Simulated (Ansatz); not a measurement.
AlBi2Se3 in space group P-3m1 (No. 164; Se on 2d, Bi on 2d, Se on 1a, Al on 1b) under volume change, DFT-PBE+D3(BJ) in the program Ansatz with PAW potentials, shape and atoms relaxed at each volume.

| V (Å³/atom) | E − E(relaxed) (meV/atom) | P (GPa) |
|---|---|---|
| 21.668 | ? | ? |
| 22.382 | ? | ? |
| 23.097 | 4.6 | 2.10 |
| 23.811 | 0.0 | 0.00 |
| 24.525 | 4.0 | -1.76 |
| 25.240 | 15.2 | -3.21 |
| 25.954 | 32.3 | -4.43 |

Task: What belongs in the gaps?

Result: 
- 22.382, E − E(relaxed) (meV/atom): 19.3
- 22.382, P (GPa): 4.59
- 21.668, E − E(relaxed) (meV/atom): 46.1
- 21.668, P (GPa): 7.52

Task: What does a third-order Birch–Murnaghan fit give for V₀, B₀ and B′?

Result: V₀ = 23.81 Å³/atom, B₀ = 63.5 GPa, B′ = 4.8.

The cell is a constructed one: a structure type filled with these elements; neither database checked (COD, Materials Project) lists it. Its standing as an ambient phase is unchecked. The cell was relaxed with PBE+D3(BJ) under the symmetry of its start; of distortions, only those at the zone centre were tested, and some modes there are weakly imaginary. Spin–orbit coupling is left out wherever it is not named.

Potentials: the later of the program's two PAW sets.
